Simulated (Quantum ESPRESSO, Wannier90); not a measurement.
Wannierisation of Li₂Se (anti-fluorite)

```xyz
3
Lattice="0.0000 2.9760 2.9760 2.9760 0.0000 2.9760 2.9760 2.9760 0.0000" Properties=species:S:1:pos:R:3 pbc="T T T"
Li    -1.4880    -1.4880    -1.4880
Li     1.4880     1.4880     1.4880
Se     0.0000     0.0000     0.0000
```

Structure: Materials Project mp-2286, symmetrised, not relaxed again. COD (Crystallography Open Database) has an entry of this formula and space group (matched by these alone). Computed values, not measurements, from PBE: Quantum ESPRESSO (norm-conserving PseudoDojo potentials, cutoff 69 Ry, no spin polarisation, no spin-orbit coupling) on a Γ-centred 10×10×10 mesh, then Wannier90. Density: 10×10×10 mesh, cold smearing 0.01 Ry. Spin-orbit coupling, left out, would split the p-like bands by a few tenths of an eV.

Base run: 12 functions from bands 8-28 of the 28 computed, start hydrogen-like Li: s;p; Se: s;p, centres 0.05 Å off the atoms, frozen window up to 4.46 eV relative to the valence-band maximum, outer window open. One thing is changed at a time; window edges are relative to the valence-band maximum. The misfit compares interpolated bands with pw.x on a high-symmetry path, for states up to 4.0 eV relative to the valence-band maximum. Converged means that the tolerances were met: symmetric starts can stop on a saddle, which shows as a larger Ω_OD at equal Ω_I and can move the misfit too.

| setting | functions | frozen to (eV) | Ω_I (Å²) | Ω_D (Å²) | Ω_OD (Å²) | rms misfit (meV) | worst (meV) | ended |
|---|---|---|---|---|---|---|---|---|
| base | 12 | 4.46 | 14.70 | 0.00 | 3.66 | 5.5 | 45 | converged |

**Question.** Starting from this base row, predict which settings stop with an error, and how Ω_I and the misfit move in the others: frozen window to 6.46 eV; outer window to 16.94 eV; outer window to 13.94 eV.

**Answer.** 
| setting | functions | frozen to (eV) | Ω_I (Å²) | Ω_D (Å²) | Ω_OD (Å²) | rms misfit (meV) | worst (meV) | ended |
|---|---|---|---|---|---|---|---|---|
| frozen window to 6.46 eV | 12 | 6.46 | 16.31 | 0.02 | 3.61 | 1.9 | 10 | converged |
| outer window to 16.94 eV | 12 | 4.46 | 21.80 | 0.05 | 4.91 | 2.4 | 23 | converged |
| outer window to 13.94 eV | 12 | 4.46 | – | – | – | – | – | stops: too few bands in the window |

Runs of this sweep that didn't settle are not listed.
